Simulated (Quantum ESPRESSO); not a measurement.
## GaZn2S3F (one run as intended and one with a planted mistake)

Simulated, not a measurement. The program is pw.x of Quantum ESPRESSO 7.5 (plane-wave density functional theory). The cell is made up: 7 atoms on a zincblende/diamond lattice with one site empty, with randomly drawn elements, strain and displacements, not relaxed. PseudoDojo standard norm-conserving files (v0.5 for PBE, v0.4.1 for LDA and PBEsol) set the functional; there is no spin polarisation, spin-orbit coupling or dispersion term, and the masses in the input are unused placeholders.

Intended input:

```
&control calculation='scf', pseudo_dir='./dojo.nc.sr.pbe.v0_5.standard.upf', outdir='./o', disk_io='medium', tprnfor=.true., tstress=.true. /
&system ibrav=0, nat=7, ntyp=4, nbnd=45, ecutwfc=84.00895049, nosym=.true., tot_charge=0,
 occupations='smearing', smearing='fd', degauss=0.0018374661
/
&electrons conv_thr=7.350e-09, electron_maxstep=60, /
ATOMIC_SPECIES
F 1.0 F.upf
Ga 1.0 Ga.upf
S 1.0 S.upf
Zn 1.0 Zn.upf
CELL_PARAMETERS angstrom
5.0924 0.0778 0.0141
0.0778 5.1877 -0.016
0.0141 -0.016 5.1067
ATOMIC_POSITIONS angstrom
Ga 0.033 2.5754 2.5231
Zn 2.5798 0.0217 2.5794
Zn 2.5968 2.6325 0.0129
S 1.2751 1.3057 1.2438
S 1.3279 3.9144 3.7834
S 3.8586 1.3286 3.8219
F 3.8808 3.9182 1.2509
K_POINTS automatic
4 4 4 1 1 1
```

The log is shortened where brackets say so; the opening notice, blank lines, dates and the lines on written files are dropped, and the path of the files is cut. It prints rydbergs, bohrs and kilobars, and counts compression as positive stress. Where no state is partly filled, the Fermi energy that it prints is only some level between the filled and the empty states on the mesh, and need not lie in the true gap.

Log of the intended run:

```
     Program PWSCF v.7.5
     Parallel version (MPI & OpenMP), running on       1 processor cores
     Number of MPI processes:                 1
     Threads/MPI process:                     1
     [start-up lines left out]
     bravais-lattice index     =            0
     lattice parameter (alat)  =       9.6244  a.u.
     unit-cell volume          =     910.1797 (a.u.)^3
     number of atoms/cell      =            7
     number of atomic types    =            4
     number of electrons       =        78.00
     number of Kohn-Sham states=           45
     kinetic-energy cutoff     =      84.0090  Ry
     charge density cutoff     =     336.0358  Ry
     scf convergence threshold =      7.3E-09
     mixing beta               =       0.7000
     number of iterations used =            8  plain     mixing
     Exchange-correlation= PBE
                           (   1   4   3   4   0   0   0)
     [axes and pseudopotential details left out]
   Cartesian axes
     site n.     atom                  positions (alat units)
         1        Ga     tau(   1) = (   0.0064795   0.5056731   0.4954041  )
         2        Zn     tau(   2) = (   0.5065370   0.0042607   0.5064585  )
         3        Zn     tau(   3) = (   0.5098749   0.5168845   0.0025329  )
         4        S      tau(   4) = (   0.2503626   0.2563708   0.2442169  )
         5        S      tau(   5) = (   0.2607297   0.7685823   0.7428607  )
         6        S      tau(   6) = (   0.7576261   0.2608672   0.7504201  )
         7        F      tau(   7) = (   0.7619850   0.7693284   0.2456110  )
     number of k points=    32  Fermi-Dirac smearing, width (Ry)=  0.0018
                       cart. coord. in units 2pi/alat
        k(    1) = (   0.1228172   0.1212612   0.1247058), wk =   0.0625000
        k(    2) = (   0.1221149   0.1220408   0.3740402), wk =   0.0625000
     [further k points left out]
     Dense  grid:    94677 G-vectors     FFT dimensions: (  60,  60,  60)
     Estimated max dynamical RAM per process >     131.69 MB
     Initial potential from superposition of free atoms
     starting charge      77.9970, renormalised to      78.0000
     Starting wfcs are   45 randomized atomic wfcs
     total cpu time spent up to now is        8.4 secs
     per-process dynamical memory:    73.9 Mb
     Self-consistent Calculation
     iteration #  1     ecut=    84.01 Ry     beta= 0.70
     Davidson diagonalization with overlap
     ethr =  1.00E-02,  avg # of iterations =  4.1
     Threshold (ethr) on eigenvalues was too large:
     Diagonalizing with lowered threshold
     Davidson diagonalization with overlap
     ethr =  7.07E-04,  avg # of iterations =  1.0
     total cpu time spent up to now is       46.4 secs
     total energy              =   -1104.51604907 Ry
     estimated scf accuracy    <       0.53528104 Ry
     iteration #  2     ecut=    84.01 Ry     beta= 0.70
     Davidson diagonalization with overlap
     ethr =  6.86E-04,  avg # of iterations =  3.2
     total cpu time spent up to now is       64.4 secs
     total energy              =   -1104.64089109 Ry
     estimated scf accuracy    <       0.41554957 Ry
     [iterations 3 to 8 left out]
     iteration #  9     ecut=    84.01 Ry     beta= 0.70
     Davidson diagonalization with overlap
     ethr =  1.84E-10,  avg # of iterations =  2.0
     total cpu time spent up to now is      188.3 secs
     total energy              =   -1104.73704607 Ry
     estimated scf accuracy    <       0.00000001 Ry
     iteration # 10     ecut=    84.01 Ry     beta= 0.70
     Davidson diagonalization with overlap
     ethr =  1.51E-11,  avg # of iterations =  2.8
     total cpu time spent up to now is      205.8 secs
     End of self-consistent calculation
     [lines on levels left out]
     the Fermi energy is     7.1242 ev
!    total energy              =   -1104.73704607 Ry
     estimated scf accuracy    <          1.8E-09 Ry
     smearing contrib. (-TS)   =      -0.00000000 Ry
     internal energy E=F+TS    =   -1104.73704607 Ry
     The total energy is F=E-TS. E is the sum of the following terms:
     one-electron contribution =    -891.86261656 Ry
     hartree contribution      =     473.07805738 Ry
     xc contribution           =    -161.85520367 Ry
     ewald contribution        =    -524.09728322 Ry
     convergence has been achieved in  10 iterations
     Forces acting on atoms (cartesian axes, Ry/au):
     atom    1 type  2   force =    -0.00316760    0.01210580    0.00855872
     atom    2 type  4   force =    -0.00579063   -0.00333881   -0.01520479
     atom    3 type  4   force =    -0.00766692    0.01056243    0.00652013
     atom    4 type  3   force =    -0.00965358   -0.01604222   -0.04053963
     atom    5 type  3   force =    -0.02706011    0.02259426    0.01121698
     atom    6 type  3   force =     0.05257213   -0.00131397    0.00451476
     atom    7 type  1   force =     0.00076671   -0.02456749    0.02493383
     Total force =     0.089961     Total SCF correction =     0.000127
     Computing stress (Cartesian axis) and pressure
          total   stress  (Ry/bohr**3)                   (kbar)     P=       51.11
   0.00030904  -0.00003861  -0.00010084           45.46       -5.68      -14.83
  -0.00003861   0.00034935   0.00003318           -5.68       51.39        4.88
  -0.00010084   0.00003318   0.00038385          -14.83        4.88       56.47
     init_run     :      7.69s CPU      8.26s WALL (       1 calls)
     electrons    :    194.86s CPU    197.40s WALL (       1 calls)
     forces       :      2.88s CPU      2.91s WALL (       1 calls)
     stress       :     11.84s CPU     11.93s WALL (       1 calls)
     [timing details left out]
     PWSCF        :   3m37.50s CPU   3m40.87s WALL
     JOB DONE.
```

A second run has one planted mistake: the cell has the wrong charge. The input lines that differ, file-writing options aside:

```
- &system ibrav=0, nat=7, ntyp=4, nbnd=45, ecutwfc=84.00895049, nosym=.true., tot_charge=0,
+ &system ibrav=0, nat=7, ntyp=4, nbnd=45, ecutwfc=84.00895049, nosym=.true., tot_charge=1,
```

Its log:

```
     Program PWSCF v.7.5
     Parallel version (MPI & OpenMP), running on       1 processor cores
     Number of MPI processes:                 1
     Threads/MPI process:                     1
     [start-up lines left out]
     bravais-lattice index     =            0
     lattice parameter (alat)  =       9.6244  a.u.
     unit-cell volume          =     910.1797 (a.u.)^3
     number of atoms/cell      =            7
     number of atomic types    =            4
     number of electrons       =        77.00
     number of Kohn-Sham states=           45
     kinetic-energy cutoff     =      84.0090  Ry
     charge density cutoff     =     336.0358  Ry
     scf convergence threshold =      7.3E-09
     mixing beta               =       0.7000
     number of iterations used =            8  plain     mixing
     Exchange-correlation= PBE
                           (   1   4   3   4   0   0   0)
     [axes and pseudopotential details left out]
   Cartesian axes
     site n.     atom                  positions (alat units)
         1        Ga     tau(   1) = (   0.0064795   0.5056731   0.4954041  )
         2        Zn     tau(   2) = (   0.5065370   0.0042607   0.5064585  )
         3        Zn     tau(   3) = (   0.5098749   0.5168845   0.0025329  )
         4        S      tau(   4) = (   0.2503626   0.2563708   0.2442169  )
         5        S      tau(   5) = (   0.2607297   0.7685823   0.7428607  )
         6        S      tau(   6) = (   0.7576261   0.2608672   0.7504201  )
         7        F      tau(   7) = (   0.7619850   0.7693284   0.2456110  )
     number of k points=    32  Fermi-Dirac smearing, width (Ry)=  0.0018
                       cart. coord. in units 2pi/alat
        k(    1) = (   0.1228172   0.1212612   0.1247058), wk =   0.0625000
        k(    2) = (   0.1221149   0.1220408   0.3740402), wk =   0.0625000
     [further k points left out]
     Dense  grid:    94677 G-vectors     FFT dimensions: (  60,  60,  60)
     Estimated max dynamical RAM per process >     131.69 MB
     Initial potential from superposition of free atoms
     starting charge      77.9970, renormalised to      77.0000
     Starting wfcs are   45 randomized atomic wfcs
     total cpu time spent up to now is        7.2 secs
     per-process dynamical memory:    73.9 Mb
     Self-consistent Calculation
     iteration #  1     ecut=    84.01 Ry     beta= 0.70
     Davidson diagonalization with overlap
     ethr =  1.00E-02,  avg # of iterations =  4.6
     Threshold (ethr) on eigenvalues was too large:
     Diagonalizing with lowered threshold
     Davidson diagonalization with overlap
     ethr =  7.22E-04,  avg # of iterations =  1.4
     total cpu time spent up to now is       55.0 secs
     total energy              =   -1104.95901478 Ry
     estimated scf accuracy    <       0.56794282 Ry
     iteration #  2     ecut=    84.01 Ry     beta= 0.70
     Davidson diagonalization with overlap
     ethr =  7.38E-04,  avg # of iterations =  2.5
     total cpu time spent up to now is       73.7 secs
     total energy              =   -1104.94765694 Ry
     estimated scf accuracy    <       0.82529526 Ry
     [iterations 3 to 10 left out]
     iteration # 11     ecut=    84.01 Ry     beta= 0.70
     Davidson diagonalization with overlap
     ethr =  7.71E-11,  avg # of iterations =  3.9
     total cpu time spent up to now is      212.6 secs
     total energy              =   -1105.17905939 Ry
     estimated scf accuracy    <       0.00000002 Ry
     iteration # 12     ecut=    84.01 Ry     beta= 0.70
     Davidson diagonalization with overlap
     ethr =  2.13E-11,  avg # of iterations =  2.0
     total cpu time spent up to now is      233.7 secs
     End of self-consistent calculation
     [lines on levels left out]
     the Fermi energy is     5.6892 ev
!    total energy              =   -1105.17905939 Ry
     estimated scf accuracy    <          2.2E-09 Ry
     smearing contrib. (-TS)   =      -0.00061941 Ry
     internal energy E=F+TS    =   -1105.17843999 Ry
     The total energy is F=E-TS. E is the sum of the following terms:
     one-electron contribution =    -892.72658542 Ry
     hartree contribution      =     472.61936568 Ry
     xc contribution           =    -160.97393703 Ry
     ewald contribution        =    -524.09728322 Ry
     convergence has been achieved in  12 iterations
     Forces acting on atoms (cartesian axes, Ry/au):
     atom    1 type  2   force =    -0.02062947    0.02847184   -0.00881646
     atom    2 type  4   force =     0.00321009   -0.01378007   -0.02677677
     atom    3 type  4   force =     0.00059677    0.02154473    0.01856681
     atom    4 type  3   force =    -0.00335482   -0.01850701   -0.03731533
     atom    5 type  3   force =    -0.02110920    0.01877728    0.01372769
     atom    6 type  3   force =     0.04207264   -0.00590746    0.00883959
     atom    7 type  1   force =    -0.00078601   -0.03059932    0.03177447
     Total force =     0.097995     Total SCF correction =     0.000185
     Computing stress (Cartesian axis) and pressure
          total   stress  (Ry/bohr**3)                   (kbar)     P=     -102.10
  -0.00073999   0.00010365  -0.00021860         -108.86       15.25      -32.16
   0.00010365  -0.00069356  -0.00003094           15.25     -102.03       -4.55
  -0.00021860  -0.00003094  -0.00064864          -32.16       -4.55      -95.42
     init_run     :      6.69s CPU      7.11s WALL (       1 calls)
     electrons    :    221.27s CPU    226.47s WALL (       1 calls)
     forces       :      3.84s CPU      3.88s WALL (       1 calls)
     stress       :     10.27s CPU     10.34s WALL (       1 calls)
     [timing details left out]
     PWSCF        :   4m 2.24s CPU   4m 8.09s WALL
     JOB DONE.
```

```
                                            intended run  run with the mistake
                          free energy (eV)    -15030.713            -15036.727
                    smearing term -TS (eV)        0.0000               -0.0084
                            pressure (GPa)          5.11                -10.21
            largest force component (eV/Å)         1.352                 1.082
largest change of a force component (eV/Å)                               0.449
                                iterations            10                    12
```

For scale, a rerun of the intended cell at 1437 eV and a 6 x 6 x 6 mesh moved values by no more than 0.002 eV in energy, 0.02 GPa in stress and 0.002 eV/Å in force. The charged cell sits in a uniform background, so its energy and stress rest on the program's zero of potential.